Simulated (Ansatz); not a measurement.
Relaxation of a relaxed BeCo cell, doubled along one cell vector, shaken by Gaussian noise of σ = 0.08 Å a coordinate; 8 atoms in the cell, which starts as P1 (No. 1), aP8; a = b = 3.7506 Å, c = 6.4962 Å, α = β = 73.22°, γ = 60.00°. Calculation: PBE (plane waves to 420 eV, PAW, scalar-relativistic; Ansatz, an electronic-structure program). Γ-centred k-mesh 11×6×11 on the run's cell (coarser than for final values), Fermi–Dirac smearing 0.05 eV. This is the first round of the run. Spin-polarised start, with parallel moments on Co.

The optimiser's lines from the output (shortened; P is positive under compression):

```
relax step   1: F+E_penalty+E_count = -20875.67362677 eV  Δ(F+E_penalty+E_count) = +0.000e0 eV  max|allowed force component| = 2.676e0 eV/Å  Δτ_max = 0.0000 Å  P = +6.626 GPa  Ω = 74.613 Å³  (18 SCF iters, dr2 threshold 1.00e-7 eV, accepted)
relax step   2: F+E_penalty+E_count = -20876.28818172 eV  Δ(F+E_penalty+E_count) = -6.146e-1 eV  max|allowed force component| = 1.811e0 eV/Å  Δτ_max = 0.0757 Å  P = +3.184 GPa  Ω = 74.530 Å³  (13 SCF iters, dr2 threshold 8.00e-7 eV, accepted)
relax step   3: F+E_penalty+E_count = -20876.77871310 eV  Δ(F+E_penalty+E_count) = -4.905e-1 eV  max|allowed force component| = 1.274e-1 eV/Å  Δτ_max = 0.1561 Å  P = +0.038 GPa  Ω = 74.578 Å³  (14 SCF iters, dr2 threshold 8.00e-7 eV, accepted)
relax step   4: F+E_penalty+E_count = -20876.78055473 eV  Δ(F+E_penalty+E_count) = -1.842e-3 eV  max|allowed force component| = 2.409e-3 eV/Å  Δτ_max = 0.0120 Å  P = +0.014 GPa  Ω = 74.586 Å³  (10 SCF iters, dr2 threshold 8.00e-7 eV, accepted)
relax step   5: F+E_penalty+E_count = -20876.78058042 eV  Δ(F+E_penalty+E_count) = -2.569e-5 eV  max|allowed force component| = 5.132e-4 eV/Å  Δτ_max = 0.0006 Å  P = -0.003 GPa  Ω = 74.594 Å³  (10 SCF iters, dr2 threshold 1.64e-8 eV, accepted)
relax step   6: F+E_penalty+E_count = -20876.78059016 eV  Δ(F+E_penalty+E_count) = -9.739e-6 eV  max|allowed force component| = 1.905e-4 eV/Å  Δτ_max = 0.0001 Å  P = +0.001 GPa  Ω = 74.592 Å³  (10 SCF iters, dr2 threshold 1.80e-9 eV, accepted)
relax step   7: F+E_penalty+E_count = -20876.78057521 eV  Δ(F+E_penalty+E_count) = +1.495e-5 eV  max|allowed force component| = 1.917e-4 eV/Å  Δτ_max = 0.0000 Å  P = -0.006 GPa  Ω = 74.592 Å³  stress off target by 8.60e-3 GPa  SCF on the basis re-selected at this cell (its energy is not comparable with the rows above)  (9 SCF iters)
```

From the first to the last row the energy changes by -0.14 eV/atom and the volume by 0.0 %. The last row is marked as not comparable with the walk above it, whose basis was carried along; it does compare with step 1, since both stand on a basis selected at the nominal cutoff for their own cell.

Later rounds, restarted from the end of this one on a renewed k-mesh, logged 4 more steps and released under 0.01 eV/atom more. The final structure after all rounds: Fd-3m, origin choice 1 (No. 227), cF16, AFLOW prototype AB_cF16_227_a_b (B32, as in NaTl); a = b = c = 5.304 Å, α = β = γ = 90.00°. Spin state reached: ferromagnetic (net 0.62 μB/atom), from parallel starting moments; other spin orders were not run from this start.

The relaxed structure here is a generated cell of BeCo: the first start was made by placing the elements on the sites of a structure type, and the end was not matched to a known phase here, so it may be hypothetical.
